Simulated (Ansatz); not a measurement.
Bands of CoBi

```
CELL_PARAMETERS angstrom
0.00000 2.93701 2.93701
2.93701 0.00000 2.93701
2.93701 2.93701 0.00000
ATOMIC_POSITIONS crystal
Co 0.00000 0.00000 0.00000
Bi 0.25000 0.25000 0.25000
```

Atoms are numbered in the order listed.

The structure comes from a relaxation in the same program, started in the zincblende type, and has space group F-43m. Whether it is a known phase or the ground state wasn't checked.

No spin–orbit coupling, which matters for the heavy atoms here.

The calculation used Ansatz 0.2.0, DFT, PBE, all-electron LAPW, scalar-relativistic.

Numerical set-up: a Γ-centred 9×9×9 k mesh, Fermi–Dirac smearing of 0.08 eV, basis error target 0.5 meV/atom, spin-polarised from start moments Co1 2 μB (the moments died away, and the run ended non-magnetic).

Points in fractions of the reciprocal vectors of this cell: Γ (0, 0, 0), X (-0.5, -0.5, 0), U (-0.375, -0.375, 0.25), K (-0.375, 0, 0.375), L (0, 0, 0.5), W (-0.5, -0.25, 0.25). The path joins them by straight lines in the order Γ–X–U–K–Γ–L–W–X; legs that retrace an earlier one aren't tabulated. Energies are in eV from the Fermi level.

Question: Metal or insulator at this level of theory?

Answer: No gap opens: metallic or semimetallic.

Question: Tabulate bands 27 to 34, counted from the lowest band of the run, along the path.

Answer: 
| k (1/Å) | point | band 27 | band 28 | band 29 | band 30 | band 31 | band 32 | band 33 | band 34 |
| --- | --- | --- | --- | --- | --- | --- | --- | --- | --- |
| 0.00 | Γ | -1.96 | -1.96 | -1.96 | -0.76 | -0.76 | 3.83 | 3.88 | 3.88 |
| 0.27 |  | -2.26 | -1.94 | -1.94 | -0.81 | -0.75 | 2.23 | 2.91 | 2.91 |
| 0.53 |  | -2.98 | -1.83 | -1.83 | -0.92 | -0.74 | 0.96 | 1.52 | 1.52 |
| 0.80 |  | -3.76 | -1.64 | -1.64 | -1.00 | -0.73 | -0.07 | 0.45 | 0.45 |
| 1.07 | X | -4.13 | -1.49 | -1.49 | -0.97 | -0.73 | -0.54 | 0.00 | 0.00 |
| 1.16 |  | -4.10 | -1.57 | -1.50 | -0.97 | -0.73 | -0.58 | -0.03 | 0.04 |
| 1.26 |  | -4.00 | -1.81 | -1.54 | -0.99 | -0.74 | -0.62 | -0.08 | 0.18 |
| 1.35 |  | -3.84 | -2.18 | -1.58 | -1.02 | -0.75 | -0.59 | -0.14 | 0.39 |
| 1.45 | U | -3.63 | -2.58 | -1.62 | -1.01 | -0.77 | -0.51 | -0.19 | 0.66 |
| 1.61 |  | -3.48 | -2.76 | -1.64 | -0.99 | -0.76 | -0.51 | -0.22 | 0.62 |
| 1.78 |  | -3.39 | -2.83 | -1.64 | -0.98 | -0.74 | -0.55 | -0.23 | 0.53 |
| 1.94 |  | -3.48 | -2.76 | -1.64 | -0.99 | -0.76 | -0.51 | -0.22 | 0.62 |
| 2.10 | K | -3.63 | -2.58 | -1.62 | -1.01 | -0.77 | -0.51 | -0.19 | 0.66 |
| 2.39 |  | -3.39 | -2.68 | -1.73 | -0.82 | -0.81 | -0.30 | -0.05 | 1.71 |
| 2.67 |  | -3.05 | -2.07 | -1.82 | -0.84 | -0.74 | 0.39 | 0.89 | 2.86 |
| 2.95 |  | -2.31 | -1.95 | -1.92 | -0.79 | -0.76 | 1.83 | 2.66 | 3.65 |
| 3.24 | Γ | -1.96 | -1.96 | -1.96 | -0.76 | -0.76 | 3.83 | 3.88 | 3.88 |
| 3.47 |  | -2.21 | -1.94 | -1.94 | -0.77 | -0.77 | 2.04 | 3.51 | 3.51 |
| 3.70 |  | -2.92 | -1.88 | -1.88 | -0.79 | -0.79 | 0.47 | 2.86 | 2.86 |
| 3.93 |  | -3.80 | -1.83 | -1.83 | -0.76 | -0.76 | -0.40 | 2.35 | 2.35 |
| 4.16 | L | -4.22 | -1.82 | -1.82 | -0.74 | -0.74 | -0.66 | 2.15 | 2.15 |
| 4.35 |  | -4.10 | -1.97 | -1.80 | -0.76 | -0.74 | -0.65 | 1.39 | 1.88 |
| 4.54 |  | -3.79 | -2.38 | -1.73 | -0.86 | -0.74 | -0.60 | 0.42 | 1.20 |
| 4.73 |  | -3.39 | -2.83 | -1.64 | -0.98 | -0.74 | -0.55 | -0.23 | 0.53 |
| 4.92 | W | -3.24 | -2.96 | -1.57 | -1.02 | -0.77 | -0.67 | -0.38 | 0.27 |
| 5.05 |  | -3.55 | -2.57 | -1.56 | -1.01 | -0.77 | -0.67 | -0.34 | 0.26 |
| 5.19 |  | -3.87 | -2.06 | -1.53 | -0.99 | -0.75 | -0.65 | -0.22 | 0.19 |
| 5.32 |  | -4.06 | -1.65 | -1.50 | -0.98 | -0.73 | -0.60 | -0.08 | 0.08 |
| 5.45 | X | -4.13 | -1.49 | -1.49 | -0.97 | -0.73 | -0.54 | 0.00 | 0.00 |
